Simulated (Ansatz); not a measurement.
BN:
```xyz
4
Lattice="2.4832 0.0000 0.0000 -1.2416 2.1505 0.0000 0.0000 0.0000 4.0041" Properties=species:S:1:pos:R:3 pbc="T T T"
B      0.0000     0.0000     0.0000
B      0.0000     0.0000     2.0020
N      0.0000     1.4337     1.0010
N      1.2416     0.7168     3.0031
```

Relaxed with PBEsol.

Task: Give the optical modes at the zone centre with their infrared and Raman activity from DFPT, plane-wave PAW PBEsol (Ansatz code).

Result: Transverse frequencies, without the LO–TO term; a row sums one degenerate level.

| ω (cm⁻¹) | degeneracy | IR ((D/Å)²/amu) | Raman (Å⁴/amu) | activity | symmetry |
|---|---|---|---|---|---|
| 736i | 1 | 119.84 | 0 | IR | A2u |
| 519i | 2 | 0.00 | 0 | silent | E2u |
| 138 | 2 | 168.75 | 0 | IR | E1u |
| 599 | 2 | 0.00 | 7.5 | Raman | E2g |
| 887 | 1 | 0.00 | 0 | silent | B1g |
| 1117 | 1 | 0.00 | 0 | silent | B2u |

Task: How high does the top mode go among those that the LO–TO term moves?

Result: 1033 cm⁻¹ for q along x, 1033 cm⁻¹ for q along y, 867 cm⁻¹ for q along z.

Space group P6_3/mmc (NiAs type). The cell is a constructed one: a structure type filled with these elements. Its sites differ from those of the usual phase in this space group: another stacking or structure type. The PBEsol relaxation kept the symmetry of its start. At this level the phase is dynamically unstable (imaginary phonons). Its formation energy is positive at this level, so the cell may be metastable or incomplete.

Potentials: the later of the program's two PAW sets.
